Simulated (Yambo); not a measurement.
Yambo run on Rb2BrOH (space group P2_1/m, No. 11). The wavefunctions come from this Quantum ESPRESSO step (PBEsol, PseudoDojo standard norm-conserving files, scalar-relativistic):

```
&CONTROL
  calculation = 'nscf'
  pseudo_dir = './pseudo'
  outdir = './out'
/
&SYSTEM
  ibrav = 0
  nat = 10
  ntyp = 4
  ecutwfc = 84.0
  ecutrho = 336.0
  occupations = 'fixed'
  force_symmorphic = .true.
  nbnd = 367
/
&ELECTRONS
  conv_thr = 1e-08
  diago_full_acc = .true.
  diago_thr_init = 1e-08
/
ATOMIC_SPECIES
H 1.0080 H.upf
O 15.9990 O.upf
Br 79.9040 Br.upf
Rb 85.4678 Rb.upf
CELL_PARAMETERS angstrom
  6.941480000000   0.000000000000   0.000000000000
  0.000000000000   4.479320000000   0.000000000000
 -2.753028000000   0.000000000000   8.470787000000
ATOMIC_POSITIONS crystal
H   0.836410000000   0.250000000000   0.207440000000
H   0.163590000000   0.750000000000   0.792560000000
O   0.689820000000   0.250000000000   0.169050000000
O   0.310180000000   0.750000000000   0.830950000000
Br   0.824440000000   0.250000000000   0.697500000000
Br   0.175560000000   0.750000000000   0.302500000000
Rb   0.714910000000   0.750000000000   0.963180000000
Rb   0.285090000000   0.250000000000   0.036820000000
Rb   0.293430000000   0.250000000000   0.618370000000
Rb   0.706570000000   0.750000000000   0.381630000000
K_POINTS automatic
2 2 1 0 0 0
```

Yambo input:

```
rim_cut
gw0
dyson
el_el_corr
HF_and_locXC
ppa
em1d
RandQpts= 1000000
RandGvec= 1 Ry
EXXRLvcs= 84 Ry
VXCRLvcs= 336 Ry
Chimod= "HARTREE"
% BndsRnXp
 1 | 366 |
%
NGsBlkXp= 7 Ry
% LongDrXp
 1.0 | 1.0 | 1.0 |
%
PPAPntXp= 27.2114 eV
% GbndRnge
 1 | 366 |
%
GTermKind= "BG"
DysSolver= "n"
ExtendOut
% QPkrange
 1 | 1 | 32 | 33 |
 2 | 2 | 32 | 33 |
 3 | 3 | 32 | 33 |
 4 | 4 | 32 | 33 |
%
```

k points by index: 1 = Γ, 2 = (0, -0.5, 0), 3 = (-0.5, 0, 0), 4 = (-0.5, -0.5, 0).

The o-*.qp file then holds:

```
#    K-point    Band    Eo [eV]    E [eV]    E-Eo [eV]    Vxc [eV]    Vnlxc [eV]    Sc|Eo [eV]    Sc|E [eV]    dSc/dw|Eo [eV]    Re(Z)    Im(Z)
#
    1    32    -0.030108    -1.649613    -1.619505    -17.36456    -23.01870    3.618422    4.034639    -6.992710    0.795557    -0.001415
    1    33    3.348718    4.131685    0.782967    -7.130483    -3.263625    -2.971025    -3.083891    -3.922112    0.874022    -0.905837E-3
    2    32    -0.008504    -1.642312    -1.633807    -17.73476    -23.59059    3.796577    4.222020    -7.085133    0.793413    -0.001426
    2    33    5.263831    6.208491    0.944660    -7.310336    -3.324280    -2.903260    -3.041397    -3.978731    0.872435    -0.833745E-3
    3    32    -0.013599    -1.635237    -1.621638    -17.42574    -23.08174    3.618523    4.034362    -6.977180    0.795918    -0.001417
    3    33    4.682999    5.567065    0.884065    -7.792655    -3.750765    -3.025060    -3.157825    -4.086110    0.869442    -0.820602E-3
    4    32    0.000000    -1.632835    -1.632835    -17.77493    -23.63848    3.805155    4.230709    -7.091208    0.793272    -0.001433
    4    33    5.490938    6.410613    0.919675    -7.302189    -3.312552    -2.935547    -3.069962    -3.976686    0.872492    -0.892125E-3
```
(The two width columns are left out.) Convergence of these settings isn't established.

Spin-orbit coupling is not included.

Geometry of the Materials Project entry, not relaxed at this level.

The structure is a Materials Project entry; no match was found in the copy of COD used, and its stability was not checked.
